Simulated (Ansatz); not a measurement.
YBRh3: do energies and stresses tell the same story?

Method: DFT PBEsol, scalar-relativistic, plane waves, PAW (Ansatz).

Settings: cutoff 420 eV, Γ-centred mesh 8×8×8 on the computed 5-atom cell, Gaussian smearing of 0.10 eV; no spin polarisation.

Relaxed cell: Pm-3m, a = 4.150 Å, b = 4.150 Å, c = 4.150 Å, α = 90.00°, β = 90.00°, γ = 90.00°, 5 atoms in the primitive cell. Whether it is the stable form of this composition wasn't checked.

Energies at zero smearing and pressures from the stress tensor, at volumes with shape and atoms relaxed:
```tsv
V (Å³/atom)	E − E(first) (meV/atom)	P (GPa)
12.576	0.00	34.43
13.005	-77.08	23.54
13.434	-127.34	14.35
13.862	-154.95	6.57
14.291	-163.38	-0.02
14.720	-155.56	-5.59
15.149	-134.01	-10.32
15.720	-87.47	-15.50
```

Q: Check P = −dE/dV between neighbouring volumes, and get the bulk modulus from the pressures alone.

A: With 1 eV/Å³ = 160.2 GPa:
```csv
middle V (Å³/atom),−ΔE/ΔV (GPa),mean P (GPa)
12.791,28.804,28.985
13.219,18.783,18.944
13.648,10.318,10.456
14.077,3.149,3.274
14.506,-2.920,-2.807
14.934,-8.056,-7.956
15.435,-13.044,-12.908
```

The two differ by 0.18 GPa at most. The mean of two end pressures misses the average over a step by about ΔV² P″/12, up to 0.15 GPa here; with that taken off 0.04 GPa remains. The stress is the derivative of the free energy, not of the energy at zero smearing, and with free energies 0.00 GPa remains. Around V = 14.291 Å³/atom, the two neighbours give B = −V ΔP/ΔV = 14.291 × 12.16 / 0.857 = 202.7 GPa, against B0 = 201.9 GPa from the Birch–Murnaghan fit of the energies.

Cost: 9 runs of about 1.9 core-minutes in all, on Arm Neoverse V1 (shared hosts).